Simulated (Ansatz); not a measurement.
ScAl$_{3}$:
Space group I4/mmm (No. 139); a = 3.9524 Å, b = 3.9524 Å, c = 8.6640 Å, α = 90.00°, β = 90.00°, γ = 90.00°

| atom | site | symmetry | x | y | z |
|---|---|---|---|---|---|
| Sc | 2a | 4/mmm | 0.0000 | 0.0000 | 0.0000 |
| Al | 4d | -4m2 | 0.0000 | 0.5000 | 0.2500 |
| Al | 2b | 4/mmm | 0.0000 | 0.0000 | 0.5000 |
(The calculation used a cell of 4 atoms; values per cell refer to that cell.)

Relaxed with LDA.

Question: Which orbitals make up the states near the Fermi level in the program Ansatz at the LDA level (PAW)?

Answer: Within 0.5 eV of the Fermi level: Sc 3d 49 %, Al 3p 40 %, Al 3s 7 %. Projections are on Löwdin-orthogonalised atomic valence shells; empty p or d shells of many metals are not among them.

Question: Tabulate the density of states.

Answer: States/eV per cell of 4 atoms, in 0.25 eV bins, energy from the Fermi level.

```tsv
E (eV)	total	Al 3p	Sc 3d	Al 3s
-7.85	0.71	0.32	0.01	0.31
-7.60	0.72	0.34	0.02	0.30
-7.35	0.74	0.36	0.02	0.31
-7.10	0.84	0.42	0.03	0.34
-6.85	0.86	0.43	0.04	0.34
-6.60	0.75	0.38	0.05	0.28
-6.35	1.06	0.55	0.08	0.37
-6.10	1.12	0.59	0.09	0.39
-5.85	1.10	0.57	0.11	0.38
-5.60	0.96	0.50	0.10	0.32
-5.35	0.82	0.43	0.09	0.27
-5.10	0.87	0.46	0.10	0.28
-4.85	1.04	0.54	0.11	0.33
-4.60	1.29	0.65	0.14	0.43
-4.35	1.35	0.65	0.17	0.46
-4.10	1.23	0.61	0.16	0.39
-3.85	1.15	0.58	0.17	0.36
-3.60	1.16	0.61	0.17	0.32
-3.35	1.31	0.75	0.19	0.30
-3.10	1.33	0.79	0.19	0.27
-2.85	1.23	0.77	0.17	0.23
-2.60	1.72	1.06	0.25	0.32
-2.35	1.74	1.01	0.30	0.34
-2.10	1.60	0.95	0.30	0.28
-1.85	1.82	1.13	0.36	0.27
-1.60	2.04	1.27	0.44	0.26
-1.35	2.31	1.39	0.58	0.26
-1.10	2.61	1.55	0.75	0.23
-0.85	3.00	1.70	1.00	0.22
-0.60	2.71	1.38	1.04	0.21
-0.35	2.24	1.02	0.96	0.18
-0.10	2.09	0.87	1.00	0.15
0.15	2.34	0.83	1.27	0.14
0.40	1.65	0.53	0.94	0.10
0.65	1.29	0.39	0.78	0.06
0.90	1.03	0.30	0.66	0.03
1.15	0.90	0.23	0.63	0.02
1.40	1.39	0.33	0.87	0.06
1.65	1.53	0.58	0.63	0.15
1.90	2.88	1.00	1.26	0.33
2.15	3.43	1.09	1.54	0.42
2.40	3.51	0.99	1.73	0.37
2.65	3.70	0.85	2.06	0.33
2.90	3.82	0.70	2.37	0.36
3.15	3.11	0.72	1.53	0.49
3.40	1.70	0.51	0.56	0.43
3.65	2.87	0.62	1.21	0.74
3.90	2.73	0.61	1.10	0.68
4.15	2.89	0.68	1.21	0.64
4.40	4.00	1.08	1.60	0.78
4.65	3.72	1.24	1.35	0.55
```

The workflow started from a Materials Project entry (that database holds measured and hypothetical structures alike); the Crystallography Open Database copy checked does not list it. Its standing as an ambient phase is unchecked. The LDA relaxation kept the symmetry of its start; whether a distortion lowers the energy is not shown. The run is not spin-polarised. Axis ratios of metals converge slowly with the k-mesh, so a and c are less sure than the volume.

Potentials: the later of the program's two PAW sets.
